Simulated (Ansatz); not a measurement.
Mg:
```
CELL_PARAMETERS angstrom
      3.21031     0.00000     0.00000
     -1.60516     2.78021     0.00000
      0.00000     0.00000    10.31689
ATOMIC_POSITIONS crystal
  Mg 0.00000 0.00000 0.00000
  Mg 0.00000 0.00000 0.50000
  Mg 0.33333 0.66667 0.25000
  Mg 0.66667 0.33333 0.75000
```

Relaxed with PBE. Special points in fractions of this cell's reciprocal vectors: Γ (0.000, 0.000, 0.000); M (0.500, 0.000, 0.000); K (0.333, 0.333, 0.000); A (0.000, 0.000, 0.500); L (0.500, 0.000, 0.500); H (0.333, 0.333, 0.500).

List the band energies nearest the Fermi level at these points for DFT-PBE in the program Ansatz with PAW potentials.

In eV from the Fermi level; about four levels below and three above (degenerate sets whole), none deeper than 8.9 eV; points with the same levels are listed once.

```tsv
k	below	above
Γ	-5.50 -5.50 -1.62 -1.14	5.17 5.18 10.82 10.82
M	-1.07 -1.06 -0.52 -0.50	2.77 2.95 3.46
K	-0.64 -0.64 -0.63	0.18 0.41 0.41
A	-6.56 -6.56 -3.77 -3.77	1.62 1.62 9.18 9.18
L	-1.87 -1.87 -1.78 -1.78	0.68 0.68 1.14 1.14
H	-0.34 -0.34 -0.21 -0.21	1.96 1.96 2.63 2.63
```

Space group P6_3/mmc (dhcp (α-La type)). The workflow started from a Materials Project entry (that database holds measured and hypothetical structures alike). Its sites differ from those of the usual phase in this space group: another stacking or structure type. Symmetry was held in the PBE relaxation; whether a distortion lowers the energy is not shown.

Potentials: the later of the program's two PAW sets.
